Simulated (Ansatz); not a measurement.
A plane-wave DFT run in Ansatz 0.2.0 (scalar-relativistic PAW potentials unless the input names others): input and command.

```yaml
crystal:
  lattice:
    - [2.5502635834, 0.0, 0.0]
    - [-1.2751317917, 2.2085930496, 0.0]
    - [0.0, 0.0, 12.9155723176]
  atoms:
    - { symbol: Ni, position: [0.0, 0.0, 0.0] }
    - { symbol: Ni, position: [0.0, 0.0, 0.5] }
    - { symbol: O, position: [0.6666666667, 0.3333333333, 0.0860929541] }
    - { symbol: O, position: [0.6666666667, 0.3333333333, 0.4139070459] }
    - { symbol: O, position: [0.3333333333, 0.6666666667, 0.9139070459] }
    - { symbol: O, position: [0.3333333333, 0.6666666667, 0.5860929541] }
basis:
  ecutwfc: 420
kpoints:
  mp_grid: { grid: [4, 4, 1] }
hamiltonian:
  xc: pbesol
scf:
  occupations: { method: gaussian, width: 0.05 }
  lower_state_search: "off"
output:
  forces: true
  eigenvalues: true
  stress: true
```

```bash
ansatz run input.yaml --threads 1 --pin off --max-ram 2560MiB --backend cpu --events-out ev --progress --plain --runs-dir out
```

Abridged log:
```
Pseudopotentials: kind: paw
Pseudopotential: Ni, paw, valence charge 18, recommended cutoff 420 eV (normal)
Pseudopotential: O, paw, valence charge 6, recommended cutoff 420 eV (normal)
Functional definition: PBEsol
Crystal: 6 atoms, lattice volume = 72.747 Å³
Basis set: ecut = 420 eV, 1465 PW (Γ), exchange–correlation on 36×36×180 points (8 copies of the dense FFT grid, shifted against one another)
Bands: 36, of which v1, the nominal top of the filled ones, is band 30 counted from 1 (29 counted from 0)
Symmetry: 24 space group operations
Space group: P63/mmc (ITA 194), of the structure as read, at distance tolerance 4.2e-5 Å
k-points: 4 of 16
Initial density: superposition of atomic densities (neutral atoms: chi_scale 0, normalization atom), corrected by the library's trained network
Initial wavefunctions: pseudopotential atomic-orbital guess
Functional: x = pbesol(κ = 0.804, μ = 0.12345679), c = pbesol(β = 0.046)
SCF iter   1: F=—  HF=-13846.156544 eV  |F-HF|=—  |Δ(HF+E_count)|=         —  Δρ=1.35e-2  dr2=6.70e-2  ethr=1.77e-3  ⟨swp⟩=8.2  Hψ=635  notcnv=0
SCF iter   2: F=—  HF=-13846.149911 eV  |F-HF|=—  |Δ(HF+E_count)|=   6.63e-3  Δρ=1.41e-2  dr2=1.06e-1  ethr=1.12e-4  ⟨swp⟩=2.5  Hψ=275  notcnv=0  defer=8
SCF iter   3: F=—  HF=-13846.163995 eV  |F-HF|=—  |Δ(HF+E_count)|=   1.41e-2  Δρ=1.95e-2  dr2=2.28e-1  ethr=1.12e-4  ⟨swp⟩=3.2  Hψ=321  notcnv=0  defer=8
SCF iter   4: F=—  HF=-13846.137866 eV  |F-HF|=—  |Δ(HF+E_count)|=   2.61e-2  Δρ=1.69e-3  dr2=3.70e-4  ethr=1.12e-4  ⟨swp⟩=2.0  Hψ=226  notcnv=0  defer=8
SCF iter   5: F=—  HF=-13846.138127 eV  |F-HF|=—  |Δ(HF+E_count)|=   2.61e-4  Δρ=5.44e-4  dr2=1.19e-4  ethr=6.17e-7  ⟨swp⟩=2.5  Hψ=256  notcnv=0  defer=8
SCF iter   6: F=—  HF=-13846.138116 eV  |F-HF|=—  |Δ(HF+E_count)|=   1.07e-5  Δρ=9.91e-5  dr2=4.31e-6  ethr=1.98e-7  ⟨swp⟩=2.8  Hψ=214  notcnv=0  defer=8
SCF iter   7: F=—  HF=-13846.138178 eV  |F-HF|=—  |Δ(HF+E_count)|=   6.14e-5  Δρ=3.31e-5  dr2=9.52e-7  ethr=7.18e-9  ⟨swp⟩=2.5  Hψ=211  notcnv=0  defer=8
SCF iter   8: F=-13846.138178 eV  HF=-13846.138178 eV  |F-HF|=2.55e-11  |Δ(HF+E_count)|=   8.57e-8  Δρ=3.02e-6  dr2=3.51e-9  ethr=1.67e-10  ⟨swp⟩=9.2  Hψ=751  notcnv=0
SCF 1 converged in 8 iterations: F = -13846.138178 eV  dr2 = 3.51e-9
SCF converged after 8 iterations
Free energy (F): -13846.138178 eV
Harris-Foulkes:  -13846.138178 eV  (|F-HF|=2.55e-11)
Internal energy: -13846.138178 eV  (E = F + TS)
E sigma→0 (E₀):  -13846.138178 eV
Fermi energy:    5.365870 eV
--- Forces (eV/Å), atoms counted from 1 ---
  atom   1  Ni     0.00000000     0.00000000     0.00000000
  atom   2  Ni     0.00000000     0.00000000     0.00000000
  atom   3  O      0.00000000     0.00000000    -1.24277868
  atom   4  O      0.00000000     0.00000000     1.24277868
  atom   5  O      0.00000000     0.00000000     1.24277868
  atom   6  O      0.00000000     0.00000000    -1.24277868
--- Stress (GPa, compression-positive) ---
       25.805908       0.000000       0.000000
        0.000000      25.805908       0.000000
        0.000000       0.000000     -12.220454
  P = ⅓ Tr σ = 13.1305 GPa (131.305 kbar)
```

Apart from outputs and empty bands, the input differs from a reference run on usual settings in kpoints.mp_grid.grid: [12, 12, 4] → [4, 4, 1]; scf.lower_state_search: not typed → "off". The reference, at the same geometry (not necessarily relaxed), gave pressure 12.66 GPa, largest force 1.212 eV/Å, gap on the mesh 1.47 eV. This run converged in 8 SCF iterations (reference: 9) with an energy at zero smearing 19.34 meV/atom above the reference's, pressure 13.13 GPa, largest force 1.243 eV/Å, gap on the mesh 1.50 eV. Its k mesh is looser than usual, and the result moved.

It took 3.3 s on 1 thread of Intel(R) Xeon(R) Processor @ 2.50GHz (Skylake/Cascade Lake), on a shared host, peak memory 0.32 GiB.